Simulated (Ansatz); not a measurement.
The relaxed structure here is a generated cell of Ir: the first start was made by placing the elements on the sites of a structure type, and the end was not matched to a known phase here, so it may be hypothetical. Known forms of Ir include space group No. 225.

A relaxed structure of Ir. Space group Im-3m (No. 229), bcc (W type). Calculation: PBEsol (plane waves to 420 eV, PAW, scalar-relativistic; Ansatz, a program for electronic structure).

```cif
data_Ir
_chemical_formula_sum 'Ir1'
_space_group_name_H-M_alt 'P 1'
_space_group_IT_number 1
_cell_length_a 2.66441
_cell_length_b 2.66441
_cell_length_c 2.66441
_cell_angle_alpha 109.471
_cell_angle_beta 109.471
_cell_angle_gamma 109.471
loop_
_space_group_symop_operation_xyz
  'x, y, z'
loop_
_atom_site_label
_atom_site_type_symbol
_atom_site_fract_x
_atom_site_fract_y
_atom_site_fract_z
_atom_site_occupancy
Ir1 Ir 0.00000 0.00000 0.00000 1
```

```yaml
volume_per_atom: 14.56 Å³
band_gap: no gap (metallic)
shortest_distances: Ir–Ir 2.66 Å
k-mesh: 21×21×21
```

No spin polarisation in the result. A magnetic state may lie lower.

The run could not lose the symmetry of its start, so the end can be a saddle point.
